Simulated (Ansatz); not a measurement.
## NMR crystallography of KBr with a K vacancy: given against relaxed positions

Start: a supercell of KBr (rock salt type, Fm-3m) built from an entry of the Crystallography Open Database (COD), with all atoms left at the host's positions.

```cif
data_K26Br27
_symmetry_space_group_name_H-M 'Fm-3m'
_symmetry_Int_Tables_number 225
_cell_length_a 19.8000
_cell_length_b 19.8000
_cell_length_c 19.8000
_cell_angle_alpha 90.000
_cell_angle_beta 90.000
_cell_angle_gamma 90.000
loop_
_atom_site_label
_atom_site_type_symbol
_atom_site_symmetry_multiplicity
_atom_site_Wyckoff_symbol
_atom_site_fract_x
_atom_site_fract_y
_atom_site_fract_z
K1 K 48 h 0.1667 0.1667 0.0000
K4 K 32 f 0.3333 0.1667 0.1667
K14 K 24 e 0.5000 0.5000 0.3333
Br27 Br 32 f 0.1667 0.1667 0.1667
Br29 Br 24 e 0.5000 0.5000 0.1667
Br31 Br 48 i 0.5000 0.3333 0.3333
Br40 Br 4 b 0.5000 0.5000 0.5000
```

One atom of each set is listed; the run and its k-mesh use a cell of 53 atoms with edges of 14.00, 14.00, 14.00 Å.

Method: Kohn–Sham DFT in Ansatz, PBE, plane waves and PAW, scalar-relativistic, 420 eV cutoff, Γ-centred 2×2×2 k-points, Fermi–Dirac smearing 0.01 eV, cell charge -1.

The largest force at the start is 0.24 eV/Å. Relaxing the ions at fixed cell moves them by 0.129 Å at most (atom 29, Br) and 0.061 Å rms.

| site | moved (Å) | first shell before | first shell after | V_zz before (10²¹ V/m²) | η before |
| --- | --- | --- | --- | --- | --- |
| K1 | 0.084 | 6 Br at 3.30 Å | 6 Br at 3.25–3.35 Å | 0.28 | 0.29 |
| K4 | 0.007 | 6 Br at 3.30 Å | 6 Br at 3.29–3.30 Å | <0.005 | – |
| K14 | 0.009 | 6 Br at 3.30 Å | 6 Br at 3.18–3.31 Å | -0.37 | 0.00 |
| Br27 | 0.022 | 6 K at 3.30 Å | 6 K at 3.29–3.31 Å | -0.74 | 0.00 |
| Br29 | 0.129 | 5 K at 3.30 Å | 5 K at 3.18–3.25 Å | -3.58 | 0.00 |
| Br31 | 0.019 | 6 K at 3.30 Å | 6 K at 3.30–3.35 Å | -0.92 | 0.21 |

Q: How do the gradients change?

A: 

| site | V_zz after | η after | change of V_zz |
| --- | --- | --- | --- |
| K1 | 0.30 | 0.77 | +0.02 |
| K4 | 0.027 | 0.00 | +0.03 |
| K14 | -0.62 | 0.00 | -0.25 |
| Br27 | 0.085 | 0.00 | +0.83 |
| Br29 | -3.57 | 0.00 | +0.01 |
| Br31 | -0.57 | 0.08 | +0.35 |

The largest change of V_zz is on Br27, from -0.74 to 0.085. In per cent, |V_zz| changes by -38 to 0 on Br (all sites that start above 0.5, bar those whose gradient vanishes or changes sign or whose main axis turns by over 40°). On K1 V_xx and V_yy change places (or their axes turn by over 50°), so the two values of η hide a larger change. V_zz changes sign on Br27 (same axis). Sites without a gradient aren't listed.

The defect repeats with the cell of 53 atoms, so it feels its images: sites between two images don't show the values beside a lone defect, and zeros or small values of η there can come from the images' arrangement. A uniform background compensates the cell's charge.
Before: The neighbours have not yet relaxed around the defect (largest force 0.24 eV/Å), so a real crystal will differ.
